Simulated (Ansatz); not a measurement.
An Ansatz (a first-principles code) run. Input:

Ansatz 0.2 input:
```yaml
crystal:
  lattice:
    - [3.999358113, 0.0, 0.0]
    - [0.0, 3.999358113, 0.0]
    - [0.0, 0.0, 6.0605698366]
  atoms:
    - { symbol: Cu, position: [0.0, 0.0, 0.0] }
    - { symbol: Cu, position: [0.5, 0.5, 0.0] }
    - { symbol: Cu, position: [0.5, 0.0, 0.2655614981] }
    - { symbol: Cu, position: [0.0, 0.5, 0.7344385019] }
    - { symbol: Sb, position: [0.5, 0.0, 0.702236172] }
    - { symbol: Sb, position: [0.0, 0.5, 0.297763828] }
kpoints:
  mp_grid: { grid: [10, 10, 7] }
hamiltonian:
  xc: r2scan
  pseudopotentials: { kind: paw }
scf:
  occupations: { method: gaussian, width: 0.05 }
checkpoint: { read: metal.run }
output: { write_density: true, elf: true, volumetric_format: npy }
basis: { fft_grid_basis: typed }
```

Output (shortened):

```
Pseudopotentials: kind: paw
Pseudopotential: Cu, paw, valence charge 19
Pseudopotential: Sb, paw, valence charge 15
Functional definition: r2SCAN
Crystal: 6 atoms, lattice volume = 96.938 Å³
Basis set: ecut = 500 eV, 2471 PW (Γ), exchange–correlation on 120×120×180 points (64 copies of the dense FFT grid, shifted against one another)
Bands: 64, of which v1, the nominal top of the filled ones, is band 53 counted from 1 (52 counted from 0)
Symmetry: 16 space group operations
Space group: P4/nmm (ITA 129), of the structure as read, at distance tolerance 4.6e-5 Å
k-points: 84 of 700
PAW frozen core: Cu, regenerated for the run's functional
PAW frozen core: Sb, regenerated for the run's functional
Initial density: read from a saved state, or passed on in memory by an earlier SCF of this step, an earlier step, the calling program or the single point that …
Stability of the state it starts from, as read at its close in the unpolarized treatment …
Initial wavefunctions: pseudopotential atomic-orbital guess
Eigensolver: davidson
Functional: x = r2scan, c = r2scan; τ floored in thin density (d = 2e-4 eV/Å³)
iter 1 solved again at ethr=3.73e-8 eV; its pass at ethr=3.10e-3 eV (dr2=3.95e-5 eV) is discarded
SCF iter   1: F=—  HF=-39523.025439 eV  |F-HF|=—  |Δ(HF+E_count)|=         —  Δρ=2.65e-7  dr2=7.44e-11  dr2_τ=1.42e-12  ethr=3.73e-8  ⟨swp⟩=3.6  Hψ=34877  notcnv=0
all-band conjugate gradients solve this SCF's bands
preconditioner: auto → LDOS
SCF iter   2: F=-39523.025439 eV  HF=-39523.025439 eV  |F-HF|=2.76e-10  |Δ(HF+E_count)|=   6.51e-9  Δρ=5.55e-7  dr2=2.27e-10  dr2_τ=2.48e-12  ethr=1.00e-12  ⟨swp⟩=6.8  Hψ=21306  notcnv=0
SCF 1 converged in 2 iterations: F = -39523.025439 eV  dr2 = 2.27e-10
SCF converged after 2 iterations
Free energy (F): -39523.025439 eV
Harris-Foulkes:  -39523.025439 eV  (|F-HF|=2.76e-10)
Internal energy: -39523.023254 eV  (E = F + TS)
E sigma→0 (E₀):  -39523.024347 eV
Entropy (-TS):   -0.002185 eV (-0.364 meV/atom)
Fermi energy:    14.841125 eV
--- Per-component energies (eV) ---
  E_band       = -1923.089013
  E_kinetic    = 1614.209201
  E_local      = -22279.367344  (includes V_loc(G=0)·N_el)
  E_nonlocal   = 2324.637653
  E_hartree    = 10039.120176
  E_xc         = -588.981998
  E_vxc        = -702.666973  (∫ρ·V_xc dr)
  E_paw        = -15932.374780  (= ΣΔE_a)
  E_vpaw       = -3007.470221  (= ΣTr[D̂ρ^β])
  E_aug_tail   = 0.000574  (compensation charges beyond the density's cutoff)
  E_vtau       = 49.329766  (kinetic-family band-sum trace: ∫τ·v_τ [+ j·A + Jᵃ·Aᵃ] dr)
  E_ewald      = -14700.074378
  E_core_change = -0.192358  (= ΣΔE_core)
  E_smearing   = -0.002185  (= −TS)
  E_closure    =  0.000000  (closes the sum)
  Σ components = -39523.025439   (vs F -39523.025439, Δ=0.00e0)
  [band-id]    e_kinetic+e_local+e_nonlocal+2·e_hartree+e_vxc+e_vpaw+e_augmentation_tail+e_vtau = -1923.086991   (vs E_band -1923.089013, Δ=2.02e-3)
--- Band table (eV; the first three rows and the last of 84) ---
  k-point 0: bands = ["-102.2069", "-102.2048", "-101.8125", "-101.8124", "-58.0830", "-58.0793", "-58.0185", "-58.0185", "-58.0024", "-58.0024", "-57.6555", "-57.6555", "-57.6552", "-57.6552", "-57.6374", "-57.6365", "-15.1738", "-15.1671", "-15.1655", "-15.1564", "-15.1442", "-15.1442", "-15.1395", "-15.1296", "-15.1266", "-15.1266", "1.9957", "4.5207", "7.9219", "9.9800", "10.2165", "10.2165", "10.4221", "10.5537", "10.6906", "11.0979", "11.0979", "11.3210", "11.6956", "11.6956", "11.6971", "11.8536", "11.9082", "11.9820", "12.0777", "12.0777", "12.1678", "12.2264", "12.2399", "12.2967", "12.2967", "13.8651", "16.1976", "16.1976", "17.0061", "17.6304", "18.0846", "19.8531", "19.8531", "20.2891", "21.1802", "22.2420", "22.8395", "22.8395"]
  k-point 1: bands = ["-102.2069", "-102.2048", "-101.8125", "-101.8124", "-58.0830", "-58.0793", "-58.0185", "-58.0185", "-58.0024", "-58.0024", "-57.6555", "-57.6555", "-57.6551", "-57.6551", "-57.6374", "-57.6365", "-15.1736", "-15.1670", "-15.1657", "-15.1566", "-15.1440", "-15.1440", "-15.1395", "-15.1295", "-15.1268", "-15.1268", "2.0760", "4.2943", "8.1190", "9.9520", "10.2112", "10.2112", "10.4235", "10.5695", "10.7761", "11.1169", "11.1169", "11.3028", "11.6537", "11.6537", "11.6857", "11.8186", "11.8834", "11.8834", "11.9180", "11.9782", "12.1729", "12.2399", "12.2832", "12.6125", "12.6125", "13.8157", "15.9400", "15.9400", "16.7198", "18.1250", "18.1981", "19.9801", "20.1315", "20.1412", "20.1412", "22.7225", "23.0118", "23.0118"]
  k-point 2: bands = ["-102.2069", "-102.2048", "-101.8125", "-101.8124", "-58.0830", "-58.0793", "-58.0185", "-58.0185", "-58.0024", "-58.0024", "-57.6555", "-57.6555", "-57.6551", "-57.6551", "-57.6373", "-57.6365", "-15.1731", "-15.1667", "-15.1662", "-15.1568", "-15.1435", "-15.1435", "-15.1394", "-15.1293", "-15.1273", "-15.1273", "2.3134", "3.7812", "8.5475", "9.7799", "10.1995", "10.1995", "10.4268", "10.6081", "11.0362", "11.1605", "11.1605", "11.2586", "11.5613", "11.5613", "11.6631", "11.7219", "11.7263", "11.7263", "11.9373", "11.9706", "12.1834", "12.2399", "12.5195", "13.1007", "13.1007", "13.6781", "15.3646", "15.3646", "16.5177", "18.2435", "18.4132", "19.3249", "19.4643", "20.7903", "20.7903", "23.4293", "23.4293", "23.7186"]
  k-point 83: bands = ["-102.2058", "-102.2058", "-101.8125", "-101.8125", "-58.0817", "-58.0817", "-58.0202", "-58.0202", "-58.0006", "-58.0006", "-57.6561", "-57.6561", "-57.6551", "-57.6551", "-57.6362", "-57.6362", "-15.1699", "-15.1699", "-15.1497", "-15.1497", "-15.1478", "-15.1478", "-15.1293", "-15.1293", "-15.1261", "-15.1261", "4.8816", "4.8816", "8.6966", "8.6966", "9.7634", "9.7634", "9.9135", "9.9135", "10.7075", "10.7075", "10.9088", "10.9088", "11.1859", "11.1859", "11.2431", "11.2431", "11.9565", "11.9565", "12.0219", "12.0219", "12.1636", "12.1636", "12.2236", "12.2236", "12.2434", "12.2434", "12.7671", "12.7671", "17.8243", "17.8243", "19.6213", "19.6213", "19.7700", "19.7700", "21.2825", "21.2825", "27.3715", "27.3715"]
  band table: 64 of 64 bands, residual norms ≤ 1.0e-3 eV
```

Cost: around 40 core-seconds (rough) on shared cores.

The workflow started from a Materials Project entry (that database holds measured and hypothetical structures alike); the Crystallography Open Database files this formula in space group No. 129, but the cells were not matched. Whether it is the stable phase at ambient conditions was not checked. Symmetry was held in the r²SCAN relaxation; its stability against distortions is not shown here. The run is not spin-polarised. Scalar-relativistic: spin–orbit coupling is off unless named, which matters more the heavier the elements.

Potentials: the later of the program's two PAW sets.

Ansatz is a plane-wave DFT program.
